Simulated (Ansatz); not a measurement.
Input, command and steps of an Ansatz relaxation.

```yaml
crystal:
  lattice:
    - [4.5258123046, 0.0, 0.0]
    - [0.0, 4.5258123046, 0.0]
    - [0.0, 0.0, 4.5258123046]
  atoms:
    - { symbol: Be, position: [0.0, 0.0, 0.0] }
    - { symbol: Tl, position: [0.0, 0.5, 0.5] }
    - { symbol: Tl, position: [0.5, 0.0, 0.5] }
    - { symbol: Tl, position: [0.5, 0.5, 0.0] }
basis:
  ecutwfc: 420
kpoints:
  mp_grid: { grid: [4, 4, 4] }
hamiltonian:
  xc: pbe
scf:
  occupations: { method: gaussian, width: 0.1 }
  lower_state_search: "off"
output:
  forces: true
  stress: true
  eigenvalues: true
relax:
  adjacent_minimum: "off"
  f_tol: 0.04
  max_steps: 70
  cell: { stress_tol: 0.4 }
```

```bash
ansatz run input.yaml --threads 1 --pin off --max-ram 2560MiB --backend cpu --events-out ev --progress --plain --runs-dir out
```

The calculation used DFT PBE, scalar-relativistic, plane waves, PAW in Ansatz 0.2.0.

Of 4 frames 4 are shown, positions in Å and forces in eV/Å; the SCF threshold varies from step to step. Steps run on the plane waves of an earlier cell, with a Pulay correction in the pressure. The basis is chosen afresh for the last frame, the zero of the energies, and at times for earlier ones too; energy and pressure step there, also at an unchanged geometry.

```xyz
4
Lattice="4.5258 0.0000 0.0000 0.0000 4.5258 0.0000 0.0000 0.0000 4.5258" Properties=species:S:1:pos:R:3:forces:R:3 pbc="T T T" step=1 free_energy_over_end_meV_per_atom=48.04 pressure_GPa=5.74
Be    0.0000    0.0000    0.0000    0.0000    0.0000    0.0000
Tl    0.0000    2.2629    2.2629    0.0000    0.0000    0.0000
Tl    2.2629    0.0000    2.2629    0.0000    0.0000    0.0000
Tl    2.2629    2.2629    0.0000    0.0000    0.0000    0.0000
4
Lattice="4.7414 0.0000 0.0000 0.0000 4.7414 0.0000 0.0000 0.0000 4.7414" Properties=species:S:1:pos:R:3:forces:R:3 pbc="T T T" step=2 free_energy_over_end_meV_per_atom=1.49 pressure_GPa=-0.52
Be    0.0000    0.0000    0.0000    0.0000    0.0000    0.0000
Tl    0.0000    2.3707    2.3707    0.0000    0.0000    0.0000
Tl    2.3707    0.0000    2.3707    0.0000    0.0000    0.0000
Tl    2.3707    2.3707    0.0000    0.0000    0.0000    0.0000
4
Lattice="4.7220 0.0000 0.0000 0.0000 4.7220 0.0000 0.0000 0.0000 4.7220" Properties=species:S:1:pos:R:3:forces:R:3 pbc="T T T" step=3 free_energy_over_end_meV_per_atom=0.76 pressure_GPa=-0.12
Be    0.0000    0.0000    0.0000    0.0000    0.0000    0.0000
Tl    0.0000    2.3610    2.3610    0.0000    0.0000    0.0000
Tl    2.3610    0.0000    2.3610    0.0000    0.0000    0.0000
Tl    2.3610    2.3610    0.0000    0.0000    0.0000    0.0000
4
Lattice="4.7220 0.0000 0.0000 0.0000 4.7220 0.0000 0.0000 0.0000 4.7220" Properties=species:S:1:pos:R:3:forces:R:3 pbc="T T T" step=4 free_energy_over_end_meV_per_atom=0.00 pressure_GPa=-0.14
Be    0.0000    0.0000    0.0000    0.0000    0.0000    0.0000
Tl    0.0000    2.3610    2.3610    0.0000    0.0000    0.0000
Tl    2.3610    0.0000    2.3610    0.0000    0.0000    0.0000
Tl    2.3610    2.3610    0.0000    0.0000    0.0000    0.0000
```

The start puts this composition into another compound's structure type, which needn't suit it. At the end the space group is Pm-3m (tolerance 0.05 Å).

The run took 4.7 s on 1 thread of Arm Neoverse V2, on a shared host, peak memory 0.33 GiB.

The k mesh is coarse. Spin–orbit coupling is left out, which can shift energies with elements as heavy as these.